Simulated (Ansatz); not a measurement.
CeO$_{2}$:
```
CeO2
1.0
    0.00000     2.69929     2.69929
    2.69929     0.00000     2.69929
    2.69929     2.69929     0.00000
Ce O
1 2
Direct
  0.00000   0.00000   0.00000
  0.25000   0.25000   0.25000
  0.75000   0.75000   0.75000
```

Relaxed with PBEsol. Special points in fractions of this cell's reciprocal vectors: Γ (0.000, 0.000, 0.000); X (0.500, 0.000, 0.500); U (0.625, 0.250, 0.625); K (0.375, 0.375, 0.750); L (0.500, 0.500, 0.500); W (0.500, 0.250, 0.750).

Problem. List the band energies nearest the valence-band maximum at these points for PBEsol with spin–orbit coupling in the plane-wave PAW code Ansatz.

Solution. In eV from the valence-band maximum; about four levels below and three above (degenerate sets whole), none deeper than 8.9 eV; points with the same levels are listed once.

| k | below | above |
|---|---|---|
| Γ | -0.64 -0.64 -0.64 -0.64 | 2.18 2.18 2.30 2.30 2.30 2.30 |
| X | -0.83 -0.83 -0.67 -0.67 | 1.89 1.89 2.09 2.09 |
| U | -0.81 -0.81 -0.34 -0.34 | 1.93 1.93 2.15 2.15 |
| L | -0.87 -0.87 -0.75 -0.75 | 1.88 1.88 2.17 2.17 |
| W | -0.78 -0.78 -0.72 -0.72 | 1.93 1.93 2.13 2.13 |

Space group Fm-3m (fluorite). The cell was relaxed with PBEsol under the symmetry of its start. No spin polarisation was allowed. The 4f shell is in the valence. No Hubbard U is applied.

Potentials: the earlier of the program's two PAW sets. The files were generated under PBE; for other functionals the program regenerates the frozen cores, and for LDA and PBEsol the local potential too.
